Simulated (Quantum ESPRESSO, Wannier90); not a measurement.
ZrO₂ (anatase), plane waves to Wannier functions

Structure: Materials Project mp-754403, symmetrised, not relaxed again. Not found in the COD (Crystallography Open Database) copy used, which has the formula in other groups; not checked further. Level: PBEsol, spinors with spin-orbit coupling; pw.x of Quantum ESPRESSO at 68 Ry with PseudoDojo potentials, 4×4×4 k-points, Wannier90. Density: 8×8×8 mesh, cold smearing 0.01 Ry.

On the energy scale of pw.x, whose zero is arbitrary, the valence-band maximum lies at 6.80 eV.

Input w.win:

```
num_bands = 76
num_wann = 44
exclude_bands = 1-24
spinors = true
num_iter = 1000
conv_tol = 1.0e-6
conv_window = 4
dis_num_iter = 1000
dis_conv_tol = 1.0e-6
dis_froz_max = 10.17
write_hr = true
write_u_matrices = true
begin projections
f=-0.01049,-0.00771,-0.00088: d
f=-0.24660,0.24410,0.50639: d
f=-0.19325,-0.19040,-0.39807: p
f=-0.44230,0.04859,0.09300: p
f=-0.05332,0.44641,-0.10612: p
f=0.21282,0.20018,0.40129: p
end projections
begin unit_cell_cart
ang
    0.0000000000   -4.0152000000    0.0000000000
    4.0152000000    0.0000000000    0.0000000000
   -2.0076000000    2.0076000000    5.3458850000
end unit_cell_cart
begin atoms_frac
Zr   0.0000000000  0.0000000000  0.0000000000
Zr  -0.2500000000  0.2500000000  0.5000000000
O   -0.2016100000 -0.2016100000 -0.4032200000
O   -0.4516100000  0.0483900000  0.0967800000
O   -0.0483900000  0.4516100000 -0.0967800000
O    0.2016100000  0.2016100000  0.4032200000
end atoms_frac
mp_grid = 4 4 4
begin kpoints
0.0000000000 0.0000000000 0.0000000000
0.0000000000 0.0000000000 0.2500000000
0.0000000000 0.0000000000 0.5000000000
... (61 more lines: the 4x4x4 mesh through Gamma)
end kpoints
```

Input of pw2wannier90.x that gives the overlap and projection files (equivalent; here they were cut from one run over all bands):

```
&inputpp
  outdir = './out'
  prefix = 'pwscf'
  seedname = 'w'
  write_amn = .true.
  write_mmn = .true.
/
```

Output w.wout (banner and timings cut):

```
 Starting a new Wannier90 calculation ...

 Reading overlaps from w.mmn

 Reading projections from w.amn

 *------------------------------- DISENTANGLE --------------------------------*
 +----------------------------------------------------------------------------+
 |                              Energy  Windows                               |
 |                              ---------------                               |
 |                   Outer:    2.98689  to   30.10833  (eV)                   |
 |                   Inner:    2.98689  to   10.17000  (eV)                   |
 +----------------------------------------------------------------------------+
   Number of target bands to extract:   44

                   Unitarised projection of Wannier functions
                   ------------------------------------------
   A_mn = <psi_m|g_n> --> S = A.A^+ --> U = S^-1/2.A
   In dis_project... done
   Using an inner window (linner = T)
   In dis_proj_froz... done

                   Extraction of optimally-connected subspace
                   ------------------------------------------
 +---------------------------------------------------------------------+<-- DIS
 |  Iter     Omega_I(i-1)      Omega_I(i)      Delta (frac.)           |<-- DIS
 +---------------------------------------------------------------------+<-- DIS
       1      40.99829974      40.32540643       1.669E-02    <-- DIS
       2      40.60486717      40.16741265       1.089E-02    <-- DIS
       3      40.36531854      40.06193585       7.573E-03    <-- DIS
       4      40.19867403      39.98740453       5.283E-03    <-- DIS
       5      40.08203903      39.93309420       3.730E-03    <-- DIS
       6      39.99933773      39.89262562       2.675E-03    <-- DIS
       ... (lines left out)
      85      39.73358080      39.73354112       9.986E-07    <-- DIS
      86      39.73356194      39.73352401       9.547E-07    <-- DIS
      87      39.73354394      39.73350767       9.128E-07    <-- DIS

             <<<      Delta < 1.000E-06  over  3 iterations     >>>
             <<< Disentanglement convergence criteria satisfied >>>

        Final Omega_I    39.73350767 (Ang^2)

 +----------------------------------------------------------------------------+

 Writing checkpoint file w.chk... done

 *------------------------------- WANNIERISE ---------------------------------*
 +--------------------------------------------------------------------+<-- CONV
 | Iter  Delta Spread     RMS Gradient      Spread (Ang^2)            |<-- CONV
 +--------------------------------------------------------------------+<-- CONV

 ------------------------------------------------------------------------------
 Initial State
  WF centre and spread    1  ( -0.000203, -0.000104,  0.000029 )     1.08691945
  WF centre and spread    2  ( -0.000203, -0.000104,  0.000029 )     1.08691945
  WF centre and spread    3  ( -0.002392,  0.000168, -0.007816 )     1.16954263
  WF centre and spread    4  ( -0.002392,  0.000168, -0.007816 )     1.16954260
  WF centre and spread    5  ( -0.000101,  0.003079,  0.008866 )     1.17004323
  WF centre and spread    6  ( -0.000101,  0.003079,  0.008866 )     1.17004325
  WF centre and spread    7  ( -0.000264, -0.000338,  0.000211 )     1.04209006
  WF centre and spread    8  ( -0.000264, -0.000338,  0.000211 )     1.04209006
  WF centre and spread    9  ( -0.002635,  0.002197, -0.000002 )     1.15635210
  WF centre and spread   10  ( -0.002635,  0.002197, -0.000002 )     1.15635208
  WF centre and spread   11  ( -0.000033,  2.007361,  2.672671 )     1.08654589
  WF centre and spread   12  ( -0.000033,  2.007361,  2.672671 )     1.08654589
  WF centre and spread   13  ( -0.002085,  2.007598,  2.682365 )     1.16838130
  WF centre and spread   14  ( -0.002085,  2.007598,  2.682365 )     1.16838131
  WF centre and spread   15  ( -0.000106,  2.007453,  2.665976 )     1.17096473
  WF centre and spread   16  ( -0.000106,  2.007453,  2.665976 )     1.17096472
  WF centre and spread   17  (  0.000248,  2.007136,  2.672962 )     1.04229894
  WF centre and spread   18  (  0.000248,  2.007136,  2.672962 )     1.04229894
  WF centre and spread   19  ( -0.002089,  2.007505,  2.673046 )     1.15650500
  WF centre and spread   20  ( -0.002089,  2.007505,  2.673046 )     1.15650503
  WF centre and spread   21  (  0.000098, -0.000445, -2.185404 )     0.74708983
  WF centre and spread   22  (  0.000098, -0.000445, -2.185404 )     0.74708984
  WF centre and spread   23  (  0.000530, -0.000397, -2.157328 )     0.71964164
  WF centre and spread   24  (  0.000530, -0.000397, -2.157328 )     0.71964163
  WF centre and spread   25  ( -0.000305, -0.000385, -2.139612 )     0.75651461
  WF centre and spread   26  ( -0.000305, -0.000385, -2.139612 )     0.75651461
  WF centre and spread   27  (  0.000280,  2.007636,  0.486999 )     0.74640918
  WF centre and spread   28  (  0.000280,  2.007636,  0.486999 )     0.74640916
  WF centre and spread   29  (  0.000362,  2.007918,  0.533379 )     0.75548577
  WF centre and spread   30  (  0.000362,  2.007918,  0.533379 )     0.75548578
  WF centre and spread   31  (  0.000352,  2.006960,  0.514996 )     0.71845409
  WF centre and spread   32  (  0.000352,  2.006960,  0.514996 )     0.71845410
  WF centre and spread   33  (  2.007353,  0.000002, -0.487769 )     0.74774281
  WF centre and spread   34  (  2.007353,  0.000002, -0.487769 )     0.74774283
  WF centre and spread   35  (  2.008150, -0.000130, -0.515926 )     0.71861249
  WF centre and spread   36  (  2.008150, -0.000130, -0.515926 )     0.71861248
  WF centre and spread   37  (  2.007183, -0.000089, -0.533183 )     0.75682574
  WF centre and spread   38  (  2.007183, -0.000089, -0.533183 )     0.75682574
  WF centre and spread   39  (  0.000099, -0.000647,  2.185557 )     0.74712397
  WF centre and spread   40  (  0.000099, -0.000647,  2.185557 )     0.74712396
  WF centre and spread   41  (  0.000248, -0.000280,  2.139660 )     0.75584401
  WF centre and spread   42  (  0.000248, -0.000280,  2.139660 )     0.75584401
  WF centre and spread   43  (  0.000172, -0.000285,  2.157442 )     0.71822986
  WF centre and spread   44  (  0.000172, -0.000285,  2.157442 )     0.71822986
  Sum of centres and spreads ( 12.029720, 32.123826, 26.734238 )    40.27523469

      0     0.403E+02     0.0000000000       40.2752346900  <-- CONV
        O_D=      0.0068603 O_OD=      0.5348667 O_TOT=     40.2752347 <-- SPRD
 ------------------------------------------------------------------------------
      1    -0.579E-01     0.2303726171       40.2173106797  <-- CONV
        O_D=      0.0060652 O_OD=      0.4777378 O_TOT=     40.2173107 <-- SPRD
      2    -0.124E-01     0.1342586299       40.2049434552  <-- CONV
        O_D=      0.0060084 O_OD=      0.4654274 O_TOT=     40.2049435 <-- SPRD
      3    -0.104E-01     0.1057806632       40.1945157344  <-- CONV
        O_D=      0.0059870 O_OD=      0.4550210 O_TOT=     40.1945157 <-- SPRD
      4    -0.453E-02     0.0834339203       40.1899830946  <-- CONV
        O_D=      0.0057722 O_OD=      0.4507032 O_TOT=     40.1899831 <-- SPRD
      5    -0.119E-02     0.0438872580       40.1887948271  <-- CONV
        O_D=      0.0057000 O_OD=      0.4495871 O_TOT=     40.1887948 <-- SPRD
       ... (lines left out)
     14    -0.353E-06     0.0006776499       40.1881827195  <-- CONV
        O_D=      0.0056745 O_OD=      0.4490006 O_TOT=     40.1881827 <-- SPRD
     15    -0.192E-06     0.0004870673       40.1881825278  <-- CONV
        O_D=      0.0056743 O_OD=      0.4490006 O_TOT=     40.1881825 <-- SPRD
     16    -0.115E-06     0.0003739892       40.1881824130  <-- CONV
        O_D=      0.0056741 O_OD=      0.4490006 O_TOT=     40.1881824 <-- SPRD
             <<<     Delta < 1.000E-06  over  4 iterations     >>>
             <<< Wannierisation convergence criteria satisfied >>>
 Final State
  WF centre and spread    1  ( -0.000014, -0.000033, -0.000050 )     1.08452011
  WF centre and spread    2  ( -0.000014, -0.000033, -0.000050 )     1.08452011
  WF centre and spread    3  ( -0.001807,  0.000184, -0.007317 )     1.16840640
  WF centre and spread    4  ( -0.001807,  0.000184, -0.007317 )     1.16840637
  WF centre and spread    5  ( -0.000137,  0.002406,  0.007339 )     1.16841228
  WF centre and spread    6  ( -0.000137,  0.002406,  0.007339 )     1.16841230
  WF centre and spread    7  (  0.000074, -0.000129,  0.000191 )     1.04196402
  WF centre and spread    8  (  0.000074, -0.000129,  0.000191 )     1.04196403
  WF centre and spread    9  ( -0.002086,  0.002041,  0.000017 )     1.15781647
  WF centre and spread   10  ( -0.002086,  0.002041,  0.000017 )     1.15781644
  WF centre and spread   11  ( -0.000003,  2.007595,  2.672824 )     1.08452038
  WF centre and spread   12  ( -0.000003,  2.007595,  2.672824 )     1.08452038
  WF centre and spread   13  ( -0.001929,  2.007590,  2.681487 )     1.16806230
  WF centre and spread   14  ( -0.001929,  2.007590,  2.681487 )     1.16806231
  WF centre and spread   15  ( -0.000127,  2.007437,  2.666930 )     1.16877866
  WF centre and spread   16  ( -0.000127,  2.007437,  2.666930 )     1.16877864
  WF centre and spread   17  (  0.000103,  2.007506,  2.673160 )     1.04198959
  WF centre and spread   18  (  0.000103,  2.007506,  2.673160 )     1.04198959
  WF centre and spread   19  ( -0.001939,  2.007395,  2.673060 )     1.15779957
  WF centre and spread   20  ( -0.001939,  2.007395,  2.673060 )     1.15779960
  WF centre and spread   21  ( -0.000162, -0.000111, -2.185577 )     0.74617760
  WF centre and spread   22  ( -0.000162, -0.000111, -2.185577 )     0.74617761
  WF centre and spread   23  (  0.000309, -0.000078, -2.157528 )     0.71494019
  WF centre and spread   24  (  0.000309, -0.000078, -2.157528 )     0.71494019
  WF centre and spread   25  ( -0.000318, -0.000238, -2.139638 )     0.75202411
  WF centre and spread   26  ( -0.000318, -0.000238, -2.139638 )     0.75202410
  WF centre and spread   27  (  0.000094,  2.007799,  0.487470 )     0.74611328
  WF centre and spread   28  (  0.000094,  2.007799,  0.487470 )     0.74611326
  WF centre and spread   29  (  0.000539,  2.007968,  0.533439 )     0.75245996
  WF centre and spread   30  (  0.000539,  2.007968,  0.533439 )     0.75245997
  WF centre and spread   31  (  0.000110,  2.007267,  0.515472 )     0.71514076
  WF centre and spread   32  (  0.000110,  2.007267,  0.515472 )     0.71514077
  WF centre and spread   33  (  2.007441, -0.000055, -0.487619 )     0.74599258
  WF centre and spread   34  (  2.007441, -0.000055, -0.487619 )     0.74599259
  WF centre and spread   35  (  2.007759, -0.000126, -0.515464 )     0.71435676
  WF centre and spread   36  (  2.007759, -0.000126, -0.515464 )     0.71435675
  WF centre and spread   37  (  2.007254, -0.000358, -0.533198 )     0.75193138
  WF centre and spread   38  (  2.007254, -0.000358, -0.533198 )     0.75193138
  WF centre and spread   39  (  0.000080, -0.000078,  2.185230 )     0.74578569
  WF centre and spread   40  (  0.000080, -0.000078,  2.185230 )     0.74578568
  WF centre and spread   41  (  0.000508, -0.000073,  2.139599 )     0.75237478
  WF centre and spread   42  (  0.000508, -0.000073,  2.139599 )     0.75237478
  WF centre and spread   43  (  0.000135, -0.000141,  2.157402 )     0.71452434
  WF centre and spread   44  (  0.000135, -0.000141,  2.157402 )     0.71452434
  Sum of centres and spreads ( 12.031771, 32.127537, 26.734458 )    40.18818241

         Spreads (Ang^2)       Omega I      =    39.733507669
        ================       Omega D      =     0.005674099
                               Omega OD     =     0.449000646
    Final Spread (Ang^2)       Omega Total  =    40.188182413
```
